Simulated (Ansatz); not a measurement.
ZnBi₃: what symmetry allows forces and stress to be

```
Zn Bi
1.0
     5.01644   -0.04873   -0.04873
    -0.04873    5.01644    0.04873
    -0.04873    0.04873    5.01644
Zn Bi
1 3
Direct
  0.98208 0.01792 0.01792
  0.98238 0.48223 0.48223
  0.51777 0.01762 0.48223
  0.51777 0.48223 0.01762
```

Computed with DFT PBEsol, scalar-relativistic, plane waves, PAW (Ansatz).

Cutoff 420 eV; k points 9×9×9 on the computed 4-atom cell (Γ-centred); Gaussian smearing, width 0.10 eV; no spin polarisation.

This distorted cell has space group R3m, with 6 operations.

Question: Without a calculation: in which directions can each atom feel a force?

Answer: A force must be left unchanged by every operation that keeps its atom in place, so it lies in the space that those operations leave fixed. Atoms that the group maps onto each other feel forces of one size.
```
atom site symmetry operations at the site equivalent to atom allowed force (Cartesian)
 Zn1             3m                       6                   1                   along (-0.58, 0.58, 0.58)
 Bi2             .m                       2                   2  in the plane normal to (0.00, 0.71, -0.71)
 Bi3             .m                       2                   2   in the plane normal to (0.71, 0.00, 0.71)
 Bi4             .m                       2                   2   in the plane normal to (0.71, 0.71, 0.00)
```

That leaves 3 independent force components of 12, tied by 1 condition that the forces sum to zero, so 2 remain. A relaxation in this cell that keeps the symmetry moves the atoms in these directions alone.

Question: And the stress tensor?

Answer: It must be invariant under the point group, which leaves 2 independent components: xx = yy, xx = zz, yy = zz, xz = xy. Further linear relations between components hold in this frame.

Question: Do the computed values obey this?

Answer: Yes. Forces (eV/Å):
```
Zn1  0.032 -0.032 -0.032
Bi2  0.215  0.123  0.123
Bi3 -0.123 -0.215  0.123
Bi4 -0.123  0.123 -0.215
```

Stress (GPa, compression positive, xx yy zz yz xz xy): -4.67 -4.67 -4.67 -0.35 0.35 0.35. The program imposes the same operations on density, forces and stress, so this confirms the analysis and is no independent test of the calculation.

Spin–orbit coupling is left out, which can shift energies with elements as heavy as these.